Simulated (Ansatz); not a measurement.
## Profile along the Fe–Fe line in Fe (bcc, W type)

Fe (bcc, W type)

```xyz
1
Lattice="-1.4325 1.4325 1.4325 1.4325 -1.4325 1.4325 1.4325 1.4325 -1.4325" Properties=species:S:1:pos:R:3 pbc="T T T"
Fe     0.0000     0.0000     0.0000
```

Fields along a shortest Fe–Fe line of a {211} plane (2.48 Å), from Fe to Fe, interpolated on the slice's grid (step about 0.1 Å). All values below come from r2SCAN (plane waves to 500 eV, PAW, scalar-relativistic; Ansatz, a program for electronic structure). k mesh 23×23×23. Near the nuclei the fields are pseudised (PAW); where an atom keeps semicore shells as valence, they peak there. Fe was relaxed with its symmetry unable to fall. Relaxed Fe ends ferromagnetic. The PAW data are Ansatz's earlier set. The magnetic order is the one the run started from; other orders were not tried.

```tsv
distance from Fe (Å)	valence electron density (e/Å³)	spin density, up minus down (e/Å³)	electron localisation function	ELF of the up spins	ELF of the down spins
0.00	32.44	6.40	x	x	x
0.12	29.77	5.85	x	x	x
0.25	23.03	4.47	x	x	x
0.37	14.99	2.86	x	x	x
0.50	8.22	1.52	x	x	x
0.62	3.65	0.67	0.38	0.36	0.42
0.74	1.43	0.26	0.28	0.30	0.25
0.87	0.67	0.11	0.20	0.23	0.17
0.99	0.45	0.05	0.18	0.18	0.17
1.12	0.36	0.01	0.21	0.17	0.27
1.24	0.33	0.00	0.23	0.18	0.31
1.36	0.36	0.01	0.21	0.17	0.27
1.49	0.45	0.05	0.18	0.18	0.17
1.61	0.67	0.11	0.20	0.23	0.17
1.74	1.43	0.26	0.28	0.30	0.25
1.86	3.65	0.67	0.38	0.36	0.42
1.98	8.22	1.52	x	x	x
2.11	14.99	2.86	x	x	x
2.23	23.03	4.47	x	x	x
2.36	29.77	5.85	x	x	x
2.48	32.44	6.40	x	x	x
```

x: too close to a nucleus for the ELF to mean much.

Density on the Fe–Fe line (2.48 Å) at its midpoint: 0.33 e/Å³. ELF at that point: 0.2.
